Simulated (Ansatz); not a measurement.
## Structure types of Sb compared at 54 GPa

Structure types of Sb are relaxed in primitive cells with their symmetry kept at 54 GPa, first on PAW files, then by LAPW. The enthalpy is E + pV at zero temperature, without zero-point motion. Only the types listed were tried, and differences under about 5 meV/atom are mesh noise. The real phase may be another.

Level of theory: DFT with LDA, scalar-relativistic, in Ansatz 0.2.0; Fermi–Dirac smearing of 0.08 eV, no spin polarisation. LAPW: all electrons, basis error target 0.5 meV/atom; PAW: frozen-core files, cutoff 420 eV.

k meshes: fcc 15×15×15, bcc 16×16×16, hcp 15×15×8, A7 12×12×12, beta tin 15×15×15, sc 14×14×14.

Spin–orbit coupling is left out, which matters for the heavy atoms. The PAW files were made under PBE.

```tsv
start type	ends as	a, b, c (Å)	V (Å³/atom)	H − H(lowest), LAPW (meV/atom)
fcc	fcc, Fm-3m	4.173, 4.173, 4.173	18.17	?
bcc	bcc, Im-3m	3.307, 3.307, 3.307	18.08	0.0
hcp	hcp, P6_3/mmc	2.947, 2.947, 4.833	18.18	93.3
A7	fcc, Fm-3m	2.955, 2.955, 7.208	18.17	?
beta tin	beta tin, I4_1/amd	5.262, 5.262, 2.786	19.29	419.2
sc	sc, Pm-3m	2.698, 2.698, 2.698	19.64	467.2
```

Task: Fill in "H − H(lowest), LAPW (meV/atom)" for the row "A7".

Result: 138.7.

Task: What belongs in the row "fcc", column "H − H(lowest), LAPW (meV/atom)"?

Result: 136.2.

Task: Split the lead of bcc over hcp into energy and pV.

Result: For hcp less bcc: ΔE = +60.1 meV/atom, and p·ΔV = 54 GPa × +0.0985 Å³ × 6.242 meV/(GPa·Å³) = +33.2 meV/atom, together 93.3 meV/atom. bcc wins on both counts.
